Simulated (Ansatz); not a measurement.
# Ansatz 0.2.0, relaxation: CsGe

Run with:

```bash
ansatz run input.yaml --threads 2 --pin off --max-ram 3584MiB --backend cpu --events-out ev --progress --plain --runs-dir out
```

input.yaml:

```yaml
crystal:
  lattice:
    - [5.2116, 0.0, 0.0]
    - [2.6058, -6.153542, 0.0]
    - [0.0, 0.0, -4.430427]
  atoms:
    - { symbol: Cs, position: [0.14, 0.72, 0.75] }
    - { symbol: Cs, position: [0.86, 0.28, 0.25] }
    - { symbol: Ge, position: [0.436, 0.128, 0.75] }
    - { symbol: Ge, position: [0.564, 0.872, 0.25] }
  symmetry: { tolerance: 0.0003 }
kpoints:
  mp_grid: { grid: [6, 6, 7], shift: [0, 0, 0] }
magnetization:
  spin_polarized: false
scf:
  occupations: { method: gaussian, width: 0.0358 }
  lower_state_search: "off"
hamiltonian:
  pseudopotentials: { kind: paw }
  xc: r2scan
basis:
  ecutwfc: 500
  fft_grid_basis: typed
relax:
  max_steps: 80
  cell: { p_target: 0.0 }
  f_tol: 0.03
output:
  forces: true
  stress: true
  eigenvalues: true
  bader: true
  populations: true
  elf: true
  write_potential: true
  volumetric_format: npy
  dos:
    e_range: [-12, 8]
    de: 0.05
    projected: { site_lists: { Cs: [Cs], Ge: [Ge] } }
checkpoint:
  read: saved_state
```

Origin of the cell: a known structure type with other elements, at an estimated volume, so it need not be a known compound.

The saved state is a converged single point of the same cell.

Steps («new basis» is an SCF on plane waves selected anew at the same cell):

```tsv
step	ΔF (meV/atom)	max force component (eV/Å)	P (GPa)	volume (Å³)	SCF iterations	step was
1	0.0	1.154	2.53	142.08	6	accepted
2	-150.2	0.236	0.87	150.54	8	accepted
3	-206.3	0.193	0.57	153.58	8	accepted
4	-215.9	0.096	0.14	157.55	7	accepted
5	-216.6	0.023	0.09	158.86	6	accepted
6	-216.8	0.015	-0.03	160.11	6	accepted
7	-217.3	0.015	-0.03	160.11	8	new basis
```

Step 1, with forces in eV/Å:

```xyz
4
Lattice="5.212 0.000 0.000 2.606 -6.154 0.000 0.000 0.000 -4.430" Properties=species:S:1:pos:R:3:forces:R:3 pbc="T T T" step=1
Cs    2.606   -4.431   -3.323    0.000    0.548    0.000
Cs    5.212   -1.723   -1.108    0.000   -0.548    0.000
Ge    2.606   -0.788   -3.323    0.000    1.154    0.000
Ge    5.212   -5.366   -1.108    0.000   -1.154    0.000
```

Step 2, with forces in eV/Å:

```xyz
4
Lattice="5.469 0.000 0.000 2.734 -6.346 0.000 0.000 0.000 -4.338" Properties=species:S:1:pos:R:3:forces:R:3 pbc="T T T" step=2
Cs    2.734   -4.466   -3.253    0.000    0.236    0.000
Cs    5.469   -1.881   -1.084    0.000   -0.236    0.000
Ge    2.734   -0.674   -3.253    0.000    0.151    0.000
Ge    5.469   -5.672   -1.084    0.000   -0.151    0.000
```

Step 3, with forces in eV/Å:

```xyz
4
Lattice="5.673 0.000 0.000 2.836 -6.567 0.000 0.000 0.000 -4.123" Properties=species:S:1:pos:R:3:forces:R:3 pbc="T T T" step=3
Cs    2.836   -4.550   -3.092    0.000   -0.032    0.000
Cs    5.673   -2.016   -1.031    0.000    0.032    0.000
Ge    2.836   -0.671   -3.092    0.000   -0.193    0.000
Ge    5.673   -5.896   -1.031    0.000    0.193    0.000
```

Step 4, with forces in eV/Å:

```xyz
4
Lattice="5.811 0.000 0.000 2.905 -6.741 0.000 0.000 0.000 -4.023" Properties=species:S:1:pos:R:3:forces:R:3 pbc="T T T" step=4
Cs    2.905   -4.700   -3.017    0.000   -0.032    0.000
Cs    5.811   -2.041   -1.006    0.000    0.032    0.000
Ge    2.905   -0.720   -3.017    0.000    0.096    0.000
Ge    5.811   -6.021   -1.006    0.000   -0.096    0.000
```

Step 5, with forces in eV/Å:

```xyz
4
Lattice="5.810 0.000 0.000 2.905 -6.767 0.000 0.000 0.000 -4.041" Properties=species:S:1:pos:R:3:forces:R:3 pbc="T T T" step=5
Cs    2.905   -4.737   -3.031    0.000    0.000    0.000
Cs    5.810   -2.030   -1.010    0.000    0.000    0.000
Ge    2.905   -0.708   -3.031    0.000   -0.023    0.000
Ge    5.810   -6.059   -1.010    0.000    0.023    0.000
```

Step 6, with forces in eV/Å:

```xyz
4
Lattice="5.780 0.000 0.000 2.890 -6.843 0.000 0.000 0.000 -4.048" Properties=species:S:1:pos:R:3:forces:R:3 pbc="T T T" step=6
Cs    2.890   -4.784   -3.036    0.000   -0.015    0.000
Cs    5.780   -2.059   -1.012    0.000    0.015    0.000
Ge    2.890   -0.710   -3.036    0.000   -0.013    0.000
Ge    5.780   -6.133   -1.012    0.000    0.013    0.000
```

Step 7, with forces in eV/Å:

```xyz
4
Lattice="5.780 0.000 0.000 2.890 -6.843 0.000 0.000 0.000 -4.048" Properties=species:S:1:pos:R:3:forces:R:3 pbc="T T T" step=7
Cs    2.890   -4.784   -3.036    0.000   -0.015    0.000
Cs    5.780   -2.059   -1.012    0.000    0.015    0.000
Ge    2.890   -0.710   -3.036    0.000   -0.014    0.000
Ge    5.780   -6.133   -1.012    0.000    0.014    0.000
```

| Property | Result |
| --- | --- |
| Free energy lowered by | 217.3 meV/atom |
| Volume change | 12.69 % |
| Final pressure | -0.03 GPa |
| Relaxation steps listed | 7 |

Caveats: no dispersion correction, so spacings can come out too large where layers or molecules are weakly bound; the relaxation held the start's symmetry, so the end may be a saddle point.

It ran for 70 s on 2 threads of Intel(R) Xeon(R) 6975P-C (Granite Rapids), with other jobs on the host, peak memory 1.1 GiB, from a saved density.
